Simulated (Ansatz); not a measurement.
# Levels of theory for Y3AlN4 (ordering on rocksalt)

All numbers come from the plane-wave code Ansatz. Simulation only: non-magnetic, and no claim that this is the phase found in nature.

Y3AlN4 as one 8-atom ordering (I4/mmm) on the rocksalt lattice, relaxed with r2SCAN. Space group I4/mmm (No. 139), tetragonal; a = 4.800 Å, c = 9.270 Å in the conventional setting, 13.35 Å³ an atom. Y is surrounded by 6 N at 2.32–2.41 Å; N is surrounded by 4 Y at 2.32–2.40 Å and 2 Al at 2.40 Å; Y is surrounded by 6 N at 2.40–2.53 Å; N is surrounded by 1 Al at 2.11 Å and 5 Y at 2.41–2.53 Å; Al is surrounded by 6 N at 2.11–2.40 Å.

```
Y N Al
1.0
    -2.40020    2.40020    4.63482
     2.40020   -2.40020    4.63482
     2.40020    2.40020   -4.63482
Y N Al
3 4 1
Direct
  0.75000 0.25000 0.50000
  0.00000 0.00000 0.00000
  0.25000 0.75000 0.50000
  0.50000 0.00000 0.50000
  0.72711 0.72711 0.00000
  0.00000 0.50000 0.50000
  0.27289 0.27289 0.00000
  0.50000 0.50000 0.00000
```

Relaxed lattice by functional, symmetry kept:
```csv
functional,k mesh,a (Å),c (Å),volume (Å³/atom)
PBE,6×6×6,4.817,9.306,13.50
r2SCAN,6×6×6,4.800,9.270,13.35
```

Gaps on the r2SCAN cell, each the least over its mesh and the special points:
```csv
level,k mesh,gap (eV),kind,edges,least direct gap (eV)
PBE,8×8×8,0.44,direct,Γ,0.44
PBE+SOC,8×8×8,0.43,direct,Γ,0.43
r2SCAN,8×8×8,0.84,direct,Γ,0.84
HSE06,4×4×4,1.47,direct,Γ,1.47
PBE0,4×4×4,2.15,direct,Γ,2.15
```
PBE, PBE+SOC: smearing of 0.02 eV; the others have fixed occupations.
Wave cutoffs: 420 eV, 500 eV (r2SCAN).

HSE06 gives a direct gap of 1.47 eV at Γ. Spin-orbit coupling changes the PBE gap by -0.007 eV, to 0.43 eV.

r2SCAN covers 39 % of the step from PBE to HSE06. Spin-orbit coupling moves PBE's least or direct gap by up to 0.007 eV, so it can be left out where a tenth of an eV counts. All these functionals give a gap of the same kind, direct.

r2SCAN (ground state on 6×6×6): ε∞: 8.31 in all directions. Born charges, averaged over directions: Y +4.23 to +4.32, N -4.08 to -3.98, Al +3.33 e. The program notes that the ground state's band table doesn't vouch for all the bands that the response reads.

Only the levels marked +SOC include spin-orbit coupling.

The meshes of the hybrids are coarse, so their gaps aren't converged to the digits shown.
